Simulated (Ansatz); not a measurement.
Data:

BN:
```xyz
4
Lattice="2.5232 0.0000 0.0000 -1.2616 2.1852 0.0000 0.0000 0.0000 4.1752" Properties=species:S:1:pos:R:3 pbc="T T T"
B      1.2616     0.7284     4.1739
B      0.0000     1.4568     2.0863
N      1.2616     0.7284     2.6108
N      0.0000     1.4568     0.5232
```

This is the LDA-relaxed structure. x, y and z are the axes in which the lattice vectors are written.

All from DFT-LDA in the program Ansatz with PAW potentials, unless another level is named. Predict the hole effective mass, band 1 of 2 at the edge.

1.3 along x, 1.3 along z (mₑ).

Predict the formation energy from the elements (no fitted shifts).

-1508 meV/atom.

Predict the electron effective mass.

0.30, 0.50, 0.50 mₑ (principal values).

Give the conduction-band minimum.

at K (2 equivalent valleys).

Next, the weight of the conduction-edge state by species (Voronoi cells)?

B 57 %, N 43 %.

Give the valence-band maximum.

at Γ.

Space group P6_3mc (wurtzite). Symmetry was held in the LDA relaxation; phonons on a q-mesh show no instability. The references are the lowest solids computed at this level, not always the standard phases (solids in place of the gases).

Potentials: the later of the program's two PAW sets.

Edges and masses are those of Kohn–Sham bands, whose gap is no quasiparticle gap.
